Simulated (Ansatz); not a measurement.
A plane-wave DFT run in Ansatz 0.2.0 (scalar-relativistic PAW potentials unless the input names others): input and command.

```yaml
crystal:
  lattice:
    - [2.7355103972, 0.0, 0.0]
    - [-1.3677551986, 2.3690214963, 0.0]
    - [0.0, 0.0, 2.631836121]
  atoms:
    - { symbol: Mo, position: [0.0, 0.0, 0.5] }
basis:
  ecutwfc: 420
  ecutrho_ratio: 0
kpoints:
  mp_grid: { grid: [18, 18, 18] }
hamiltonian:
  xc: lda
scf:
  occupations: { method: gaussian, width: 0.15 }
  max_iter: 80
output:
  forces: true
  eigenvalues: true
  stress: true
```

```bash
ansatz run input.yaml --threads 1 --pin off --max-ram 2560MiB --backend cpu --events-out ev --progress --plain --runs-dir out
```

Problem. Will this input run?

Solution. The program refuses it, because of a density cutoff too low for products of the waves, which reach up to 4 times the waves' cutoff (basis.ecutrho_ratio: not typed → 0). Without that key it is accepted.

Abridged log:
```
Error: invalid value for `basis.ecutrho_ratio`: must be in [1, 1024]; got 0
```